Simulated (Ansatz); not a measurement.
**RbCaBr3 (Pm-3m), clamped-ion strain scan**

These are results of DFT LDA, scalar-relativistic, plane waves, PAW (Ansatz), not measurements. The runs took a 420 eV cutoff, a Γ-centred 4×4×4 mesh and Gaussian smearing (0.05 eV). No spin polarisation. Energies are free energies at this smearing, counted from the undisturbed cell; pressure is positive in compression.

The starting cell (as given, not relaxed at this level; it stands at -2.4 GPa, and it needn't be the usual structure):

```
CELL_PARAMETERS angstrom
5.73669 0.00000 0.00000
0.00000 5.73669 0.00000
0.00000 0.00000 5.73669
ATOMIC_POSITIONS crystal
Rb 0.50000 0.50000 0.50000
Ca 0.00000 0.00000 0.00000
Br 0.50000 0.00000 0.00000
Br 0.00000 0.50000 0.00000
Br 0.00000 0.00000 0.50000
```

The cell is strained by ε times the Voigt pattern (0, 0, 0, 0, 0, 1) (xx, yy, zz, yz, xz, xy; engineering shear) with fractional coordinates fixed.

```csv
ε,ΔE (meV/atom)
-0.0200,0.2
-0.0100,0.1
0.0000,0.0
0.0025,0.0
0.0050,0.0
0.0075,0.0
0.0125,0.1
0.0150,0.1
0.0175,0.2
```

**Question.** Predict the stress summed along the pattern (GPa, tension positive) at each point.

**Answer.**
```tsv
ε	stress summed along the pattern (GPa, tension positive)
-0.0200	-0.12
-0.0100	-0.06
0.0000	0.00
0.0025	0.02
0.0050	0.03
0.0075	0.05
0.0125	0.08
0.0150	0.09
0.0175	0.11
```

Symmetry holds off the tilts and polar distortions that many cubic perovskites undergo.